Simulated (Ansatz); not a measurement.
InGaAs$_{2}$:
```
InGaAs2
1.0
    4.14315     0.00000     0.00000
    0.00000     4.14315     0.00000
    0.00000     0.00000     5.90468
In Ga As
1 1 2
Direct
  0.00000   0.00000   0.50000
  0.50000   0.50000   0.00000
  0.50000   0.00000   0.76974
  0.00000   0.50000   0.23026
```

Relaxed with PBEsol. Special points in fractions of this cell's reciprocal vectors: Γ (0.000, 0.000, 0.000); X (0.000, 0.500, 0.000); M (0.500, 0.500, 0.000); Z (0.000, 0.000, 0.500); R (0.000, 0.500, 0.500); A (0.500, 0.500, 0.500).

List the band energies nearest the Fermi level at these points for the program Ansatz at the PBEsol level (PAW).

In eV from the Fermi level; about four levels below and three above (degenerate sets whole), none deeper than 8.9 eV; points with the same levels are listed once.

```tsv
k	below	above
Γ	-0.20 -0.19 -0.01 -0.01	1.46 1.77 3.75 3.75
X	-3.28 -3.01 -1.48 -0.87	2.00 3.06 4.77
M	-2.69 -2.53 -2.53 -2.36	1.35 1.35 1.54
Z	-1.93 -1.93 -1.25 -1.25	1.83 1.91 2.73
R	-1.44 -1.14 -1.11 -0.78	0.53 1.02 4.20
A	-3.33 -3.22 -3.13 -3.13	4.19 4.27 4.33 4.33
```

Space group P-4m2. The workflow started from a Materials Project entry (that database holds measured and hypothetical structures alike); the Crystallography Open Database copy checked does not list it. With In and Ga taken as one species the cell has the higher symmetry F-43m, so it may be an ordered model of a mixed-site phase. Whether it is the stable phase at ambient conditions was not checked. The PBEsol relaxation kept the symmetry of its start; its stability against distortions is not shown here. The Fermi level of a semimetal is unsure by some 0.05 eV on such meshes. Spin–orbit coupling is left out wherever it is not named.

Potentials: the later of the program's two PAW sets.
